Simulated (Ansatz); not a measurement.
**Hf: field gradients at two levels of theory**

Cell: a COD entry, whose atoms a relaxation with PBE at fixed cell left in place.

```
CELL_PARAMETERS angstrom
3.19670 0.00000 0.00000
-1.59835 2.76842 0.00000
0.00000 0.00000 5.05780
ATOMIC_POSITIONS crystal
Hf 0.33333 0.66667 0.25000
Hf 0.66667 0.33333 0.75000
```

Sites (sets of like atoms) are named by element and the number of their first atom in this list.

First run. Method: Kohn–Sham DFT in Ansatz, PBE, plane waves and PAW, scalar-relativistic, 420 eV cutoff, Γ-centred 12×12×7 k-points, Fermi–Dirac smearing 0.05 eV.

```json
{"site": "Hf", "atom": "1", "V_zz (10²¹ V/m²)": "9.15", "η": "0.00"}
```

Second run. The same atoms and settings, except that the functional is r2SCAN and the cutoff is 500 eV.

(1) What does the second run give?

## Answers

(1) 

```json
{"site": "Hf", "atom": "1", "V_zz": "8.51", "η": "0.00", "change of V_zz": "-0.64"}
```

The largest change of V_zz is on Hf, from 9.15 to 8.51.

With no gap above 0.1 eV, as in a metal, the gradients converge slowly in k; expect changes of a tenth or more on a denser mesh. Without spin–orbit coupling the gradients at and beside Hf can be off by some per cent, at some sites by more.
